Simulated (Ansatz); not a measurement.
# Phases of Hg at 300 GPa

Structure types of Hg are relaxed in primitive cells with their symmetry kept at 300 GPa, first on PAW files, then by LAPW. The enthalpy is E + pV at zero temperature, without zero-point motion. Only the types listed were tried, and differences under about 5 meV/atom are mesh noise. Not among the end structures: fcc, which may lie lower.

All numbers are LDA results (scalar-relativistic) from Ansatz 0.2.0, with Fermi–Dirac smearing of 0.08 eV, no spin polarisation. Methods: LAPW: all electrons, basis error target 0.5 meV/atom; PAW: frozen-core files, cutoff 420 eV.

k meshes: bcc 19×19×19, hcp 17×17×10, sc 17×17×17, simple hexagonal 18×18×17, beta tin 18×18×18.

Spin–orbit coupling is left out, which matters for the heavy atoms. The PAW files were made under PBE.

Task: Which type is lowest in enthalpy, and by how much?

Result: hcp, 208 meV/atom below bcc. The whole table:

```tsv
start type	ends as	a, b, c (Å)	V (Å³/atom)	H − H(lowest), LAPW (meV/atom)	same, PAW
bcc	bcc, Im-3m	2.829, 2.829, 2.829	11.31	208.0	207.0
hcp	hcp, P6_3/mmc	2.521, 2.521, 4.098	11.28	0.0	0.0
sc	sc, Pm-3m	2.295, 2.295, 2.295	12.09	2138.6	2133.0
simple hexagonal	simple hexagonal, P6/mmm	2.413, 2.413, 2.329	11.75	1232.9	1229.8
beta tin	beta tin, I4_1/amd	4.503, 4.503, 2.330	11.82	1465.2	1460.9
```
